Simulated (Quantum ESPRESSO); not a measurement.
## Calculated data, HfTa2Mo4Pd (simulated cell), HfTa2SnMo4 (simulated cell), HfTa2ZnMo4 (simulated cell), HfTa4Ag3 (simulated cell) and others

Calculation on a made-up metal alloy cell, not a measurement: no spin or spin-orbit, unrelaxed, 2900 K smearing, stress positive in tension, cell energy less fitted offsets; periodic Kohn-Sham density functional theory in plane waves with PseudoDojo standard norm-conserving scalar-relativistic pseudopotentials, each functional with its own files (v0.5 for PBE, v0.4.1 for LDA and PBEsol), eight atoms on drawn sites of a strained close-packed or body-centred lattice, each displaced and held fixed; the energy is the cell's free energy, ions and the entropy term -TS included, at the stated Fermi-Dirac width, less a fixed offset for each atom's element (shifted free energy); compositions with an open d shell lost a parallel starting moment in a cheaper test run, and other magnetic orders were not tried; an error bar is the largest change of its kind in a tighter rerun, never given below 0.002 eV, 0.02 GPa or 0.003 eV/angstrom, and covers cutoff and k-mesh only, not smearing or the files. Program: Quantum ESPRESSO 7.5.

Settings shared by all entries: functional pbe; fermi dirac smearing 0.25 eV; electrons removed 0; run command mpirun -np 4 pw.x -nk 4 -in in.

Notes on all entries: heavy elements are run without spin-orbit coupling, which real alloys of them have; a spin test at this wide smearing found no moment, but such smearing suppresses magnetism that the real alloy may have; lattice, volume and sites are drawn at random and may be unstable or far from any real phase; energies are for the whole cell, less offsets fitted to these runs, so they are not formation energies.

(1) HfTa2Mo4Pd (simulated cell)

```
cell vectors (Å)
  -0.0096     2.0911     2.0643
  -4.1141     4.1642    -4.0915
  -4.1169    -4.1464     4.1121
atoms (fractions of the cell vectors)
Mo -0.00038 -0.00395 -0.00795
Ta -0.00750  0.25077  0.74801
Mo  0.01247  0.50372  0.50204
Mo -0.00091  0.74651  0.24494
Pd  0.51288  0.12347  0.37296
Ta  0.50181  0.36749  0.12675
Mo  0.51743  0.62908  0.87679
Hf  0.49306  0.87289  0.63012
```

* lattice type: face-centred cubic
* cutoff: 1143 eV
* run processor: Intel Xeon, 2023 or later, virtual cores
* k mesh: 8 x 4 x 4 shifted half a step off Gamma on each axis
* entropy term negative ts: -2.034 eV
* pressure: -2.99 GPa
* stress xx: 3.64 GPa
* stress yy: 2.27 GPa
* stress zz: 3.06 GPa
* stress yz: -0.58 GPa
* stress xz: -1.02 GPa
* stress xy: 0.66 GPa
* shifted free energy: -0.065 eV

Atoms:
```csv
atoms element,atom site,atom energy offset (eV)
Mo,1,-1911.95
Ta,2,-1771.44
Mo,3,-1911.95
Mo,4,-1911.95
Pd,5,-3687.45
Ta,6,-1771.44
Mo,7,-1911.95
Hf,8,-1535.13
```

Forces:
```csv
site,x (eV/Å),y (eV/Å),z (eV/Å)
1,-1.165,-0.792,0.903
2,-0.327,0.875,-0.908
3,0.866,-0.475,0.455
4,0.154,0.504,-0.463
5,0.111,-0.096,0.037
6,-0.415,-0.299,0.183
7,-0.107,-0.404,0.402
8,0.883,0.687,-0.609
```

Notes: error bars: energy 0.0041 eV, stress 0.12 GPa, force 0.0044 eV/Å, from a tighter rerun of a related cell, whose elements or sites may differ; 22 SCF iterations, 328 s of wall time on a shared machine.

(2) HfTa2SnMo4 (simulated cell)

```
cell vectors (Å)
  -0.0096     2.0911     2.0643
  -4.1141     4.1642    -4.0915
  -4.1169    -4.1464     4.1121
atoms (fractions of the cell vectors)
Mo -0.00038 -0.00395 -0.00795
Ta -0.00750  0.25077  0.74801
Mo  0.01247  0.50372  0.50204
Mo -0.00091  0.74651  0.24494
Sn  0.51288  0.12347  0.37296
Ta  0.50181  0.36749  0.12675
Mo  0.51743  0.62908  0.87679
Hf  0.49306  0.87289  0.63012
```

* lattice type: face-centred cubic
* cutoff: 1143 eV
* run processor: Intel Xeon, 2023 or later, virtual cores
* k mesh: 8 x 4 x 4 shifted half a step off Gamma on each axis
* entropy term negative ts: -1.875 eV
* pressure: 4.92 GPa
* stress xx: -1.44 GPa
* stress yy: -6.92 GPa
* stress zz: -6.39 GPa
* stress yz: -2.38 GPa
* stress xz: 0.3 GPa
* stress xy: -0.42 GPa
* shifted free energy: -0.424 eV

Atoms:
```csv
atoms element,atom site,atom energy offset (eV)
Mo,1,-1911.95
Ta,2,-1771.44
Mo,3,-1911.95
Mo,4,-1911.95
Sn,5,-2144.16
Ta,6,-1771.44
Mo,7,-1911.95
Hf,8,-1535.13
```

Forces:
```csv
site,x (eV/Å),y (eV/Å),z (eV/Å)
1,-0.831,-0.558,0.681
2,-1.013,0.421,-0.367
3,0.468,-0.325,0.376
4,0.633,0.17,-0.1
5,0.53,-0.017,-0.212
6,-0.464,0.328,-0.438
7,-0.128,-0.486,0.417
8,0.805,0.468,-0.357
```

Notes: the tin pseudopotential is less sure than most, with forces differing by about three percent from a second method on plain tin; error bars: energy 0.0041 eV, stress 0.12 GPa, force 0.0044 eV/Å, from a tighter rerun of a related cell, whose elements or sites may differ; 22 SCF iterations, 336 s of wall time on a shared machine.

(3) HfTa2ZnMo4 (simulated cell)

```
cell vectors (Å)
  -0.0096     2.0911     2.0643
  -4.1141     4.1642    -4.0915
  -4.1169    -4.1464     4.1121
atoms (fractions of the cell vectors)
Mo -0.00038 -0.00395 -0.00795
Ta -0.00750  0.25077  0.74801
Mo  0.01247  0.50372  0.50204
Mo -0.00091  0.74651  0.24494
Zn  0.51288  0.12347  0.37296
Ta  0.50181  0.36749  0.12675
Mo  0.51743  0.62908  0.87679
Hf  0.49306  0.87289  0.63012
```

- lattice type: face-centred cubic
- cutoff: 1143 eV
- run processor: Intel Xeon, 2023 or later, virtual cores
- k mesh: 8 x 4 x 4 shifted half a step off Gamma on each axis
- entropy term negative ts: -1.957 eV
- pressure: -2.67 GPa
- stress xx: 3.91 GPa
- stress yy: 1.59 GPa
- stress zz: 2.52 GPa
- stress yz: -1.46 GPa
- stress xz: -0.32 GPa
- stress xy: 0.17 GPa
- shifted free energy: -0.083 eV

Atoms:
```csv
atoms element,atom site,atom energy offset (eV)
Mo,1,-1911.95
Ta,2,-1771.44
Mo,3,-1911.95
Mo,4,-1911.95
Zn,5,-5688.29
Ta,6,-1771.44
Mo,7,-1911.95
Hf,8,-1535.13
```

Forces:
```csv
site,x (eV/Å),y (eV/Å),z (eV/Å)
1,-1.408,-0.784,0.911
2,-0.205,0.771,-0.806
3,1.076,-0.546,0.59
4,0.047,0.432,-0.409
5,0.198,0.002,-0.1
6,-0.408,-0.315,0.22
7,-0.126,-0.432,0.395
8,0.826,0.873,-0.801
```

Notes: error bars: energy 0.0041 eV, stress 0.12 GPa, force 0.0044 eV/Å, from a tighter rerun of a related cell, whose elements or sites may differ; 22 SCF iterations, 323 s of wall time on a shared machine.

(4) HfTa4Ag3 (simulated cell)

```
cell vectors (Å)
   0.0663     4.9788    -0.0327
   2.8686     0.0068     4.7601
   2.7449     0.0698    -4.6861
atoms (fractions of the cell vectors)
Hf -0.01117 -0.00010 -0.00869
Ta -0.00427  0.50703  0.50017
Ag  0.34570  0.25392  0.78214
Ag  0.36376  0.73742  0.25750
Ag  0.51483  0.27054  0.27116
Ta  0.50893  0.75283  0.75692
Ta  0.84438 -0.02057  0.48345
Ta  0.84171  0.49492  0.00330
```

* lattice type: hexagonal close-packed
* cutoff: 1197 eV
* run processor: Intel Xeon, older, virtual cores
* k mesh: 5 x 5 x 5 shifted half a step off Gamma on each axis
* entropy term negative ts: -1.425 eV
* pressure: 25.74 GPa
* stress xx: -28.5 GPa
* stress yy: -26.12 GPa
* stress zz: -22.61 GPa
* stress yz: -0.72 GPa
* stress xz: 0.38 GPa
* stress xy: 2.09 GPa
* shifted free energy: 2.573 eV

Atoms:
```csv
atoms element,atom site,atom energy offset (eV)
Hf,1,-1535.13
Ta,2,-1771.44
Ag,3,-4218.03
Ag,4,-4218.03
Ag,5,-4218.03
Ta,6,-1771.44
Ta,7,-1771.44
Ta,8,-1771.44
```

Forces:
```csv
site,x (eV/Å),y (eV/Å),z (eV/Å)
1,0.143,1.331,-0.899
2,0.005,0.684,-0.793
3,-0.899,-0.072,1.006
4,0.722,-1.313,0.909
5,-0.832,-1.132,-0.969
6,0.157,0.178,-0.402
7,0.955,0.058,0.502
8,-0.251,0.268,0.647
```

Notes: error bars: energy 0.0029 eV, stress 0.032 GPa, force 0.0052 eV/Å, from a tighter rerun of a related cell, whose elements or sites may differ; 15 SCF iterations, 511 s of wall time on a shared machine.

(5) HfTa5WAu (simulated cell)

```
cell vectors (Å)
   0.0313    -2.0813    -2.0066
  -6.0239    -1.9736    -0.0137
  -2.0978     4.1758    -6.0017
atoms (fractions of the cell vectors)
Ta -0.01690 -0.01932  0.00398
Au  0.17878  0.12458  0.62950
Ta  0.23348  0.27977  0.26124
Ta  0.34044  0.40634  0.84971
Hf  0.40964  0.49840  0.49852
W   0.68566  0.62693  0.12174
Ta  0.77410  0.75238  0.75172
Ta  0.84338  0.86959  0.36957
```

* lattice type: face-centred cubic
* cutoff: 1034 eV
* run processor: Intel Xeon, 2023 or later, virtual cores
* k mesh: 8 x 4 x 3 shifted half a step off Gamma on each axis
* entropy term negative ts: -1.61 eV
* pressure: 28.03 GPa
* stress xx: -28.09 GPa
* stress yy: -27.63 GPa
* stress zz: -28.36 GPa
* stress yz: 3.55 GPa
* stress xz: -1.77 GPa
* stress xy: -1.22 GPa
* shifted free energy: 2.069 eV

Atoms:
```csv
atoms element,atom site,atom energy offset (eV)
Ta,1,-1771.44
Au,2,-4032.82
Ta,3,-1771.44
Ta,4,-1771.44
Hf,5,-1535.13
W,6,-2063.48
Ta,7,-1771.44
Ta,8,-1771.44
```

Forces:
```csv
site,x (eV/Å),y (eV/Å),z (eV/Å)
1,-2.307,-0.719,-0.52
2,1.181,1.147,0.856
3,3.056,-1.198,2.157
4,1.614,1.867,-3.365
5,-0.724,-1.215,-1.076
6,0.578,0.77,0.102
7,-1.588,-0.699,1.806
8,-1.811,0.047,0.04
```

Notes: error bars: energy 0.0044 eV, stress 0.039 GPa, force 0.012 eV/Å, from a tighter rerun of a related cell, whose elements or sites may differ; 21 SCF iterations, 258 s of wall time on a shared machine.

(6) HfTa5WAu (simulated cell)

```
cell vectors (Å)
   0.0313    -2.0813    -2.0066
  -6.0239    -1.9736    -0.0137
  -2.0978     4.1758    -6.0017
atoms (fractions of the cell vectors)
Ta -0.01690 -0.01932  0.00398
Ta  0.17878  0.12458  0.62950
Au  0.23348  0.27977  0.26124
Ta  0.34044  0.40634  0.84971
Hf  0.40964  0.49840  0.49852
W   0.68566  0.62693  0.12174
Ta  0.77410  0.75238  0.75172
Ta  0.84338  0.86959  0.36957
```

- lattice type: face-centred cubic
- cutoff: 1034 eV
- run processor: Intel Xeon, 2023 or later, virtual cores
- k mesh: 8 x 4 x 3 shifted half a step off Gamma on each axis
- entropy term negative ts: -1.661 eV
- pressure: 29.43 GPa
- stress xx: -31.79 GPa
- stress yy: -28.14 GPa
- stress zz: -28.37 GPa
- stress yz: 3.11 GPa
- stress xz: -0.09641 GPa
- stress xy: -1.09 GPa
- shifted free energy: 2.357 eV

Atoms:
```csv
atoms element,atom site,atom energy offset (eV)
Ta,1,-1771.44
Ta,2,-1771.44
Au,3,-4032.82
Ta,4,-1771.44
Hf,5,-1535.13
W,6,-2063.48
Ta,7,-1771.44
Ta,8,-1771.44
```

Forces:
```csv
site,x (eV/Å),y (eV/Å),z (eV/Å)
1,-2.725,-0.112,0.045
2,1.463,1.259,0.332
3,3.16,-0.57,1.455
4,1.271,2.186,-3.888
5,-0.581,-2.476,-0.267
6,0.411,1.004,0.087
7,-1.31,-0.642,1.767
8,-1.689,-0.649,0.468
```

Notes: error bars: energy 0.0044 eV, stress 0.039 GPa, force 0.012 eV/Å, from a tighter rerun of a related cell, whose elements or sites may differ; 21 SCF iterations, 278 s of wall time on a shared machine.
